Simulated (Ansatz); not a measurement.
# Density of states of Ge

```
CELL_PARAMETERS angstrom
3.99759 0.00000 0.00000
-1.99879 3.46201 0.00000
0.00000 0.00000 6.59938
ATOMIC_POSITIONS crystal
Ge 0.66667 0.33333 0.06290
Ge 0.33333 0.66667 0.56290
Ge 0.66667 0.33333 0.43710
Ge 0.33333 0.66667 0.93710
```

Structure from Materials Project entry mp-1007760 (possibly hypothetical), not relaxed further.

These are results of Ansatz 0.2.0, DFT, PBEsol, all-electron LAPW, scalar-relativistic, not measurements.

Settings: a Γ-centred 11×11×6 k mesh, Fermi–Dirac smearing of 0.05 eV, basis error target 1 meV/atom, no spin polarisation.

States per eV and cell, averaged over 0.4 eV, from -5.8 to 3.6 eV, with energies (bin centres) from the Fermi level; empty bins are left out. 

```tsv
E (eV)	total
-5.7	0.52
-5.3	0.43
-4.9	0.52
-4.5	1.73
-4.1	1.48
-3.7	2.02
-3.3	2.06
-2.9	2.78
-2.5	2.83
-2.1	3.29
-1.7	2.24
-1.3	1.22
-0.9	0.73
-0.5	0.38
-0.1	0.10
0.3	0.20
0.7	1.22
1.1	2.20
1.5	2.44
1.9	2.33
2.3	1.36
2.7	2.27
3.1	3.51
3.5	2.67
```
